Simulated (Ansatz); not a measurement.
Al2O3:
```cif
data_Al8O12
_chemical_formula_sum 'Al8 O12'
_space_group_name_H-M_alt 'Cc'
_space_group_IT_number 9
_space_group_name_Hall 'C -2yc'
_cell_length_a 9.70440
_cell_length_b 5.48410
_cell_length_c 5.64309
_cell_angle_alpha 90.000
_cell_angle_beta 122.980
_cell_angle_gamma 90.000
loop_
_space_group_symop_operation_xyz
  'x, y, z'
  'x, -y, z+1/2'
  'x+1/2, y+1/2, z'
  'x+1/2, -y+1/2, z+1/2'
loop_
_atom_site_label
_atom_site_type_symbol
_atom_site_symmetry_multiplicity
_atom_site_Wyckoff_symbol
_atom_site_fract_x
_atom_site_fract_y
_atom_site_fract_z
_atom_site_occupancy
Al1 Al 4 a 0.08266 0.07629 0.51738 1
Al2 Al 4 a 0.24374 0.55627 0.49257 1
O1 O 4 a 0.16297 0.14254 0.88505 1
O2 O 4 a 0.37266 0.49572 0.36412 1
O3 O 4 a 0.09646 0.33706 0.36592 1
```
(The calculation used a cell of 10 atoms; values per cell refer to that cell.)

Relaxed with r²SCAN.

Task: Tabulate the valence density and the electron localisation function along the shortest Al–Al contact (2.89 Å), plane-wave PAW r²SCAN (Ansatz code).

Result: 

| distance from Al (Å) | density (e/Å³) | ELF |
|---|---|---|
| 0.29 | 0.05 | 0.01 |
| 0.43 | 0.07 | 0.01 |
| 0.58 | 0.12 | 0.05 |
| 0.72 | 0.18 | 0.19 |
| 0.87 | 0.24 | 0.36 |
| 1.01 | 0.28 | 0.47 |
| 1.16 | 0.30 | 0.51 |
| 1.30 | 0.32 | 0.52 |
| 1.44 | 0.32 | 0.52 |
| 1.59 | 0.32 | 0.51 |
| 1.73 | 0.31 | 0.49 |
| 1.88 | 0.28 | 0.44 |
| 2.02 | 0.25 | 0.34 |
| 2.17 | 0.19 | 0.17 |
| 2.31 | 0.12 | 0.05 |
| 2.46 | 0.08 | 0.01 |
| 2.60 | 0.05 | 0.01 |

The density is the valence pseudo-density with augmentation charge, so density and ELF within about 1 Å of a nucleus are not all-electron values.

The start of the workflow was typed in or built on a structure type; neither database checked (COD, Materials Project) lists it. It is not the phase usual at ambient conditions (space group No. 167). Symmetry was held in the r²SCAN relaxation; whether a distortion lowers the energy is not shown.

Potentials: the earlier of the program's two PAW sets.
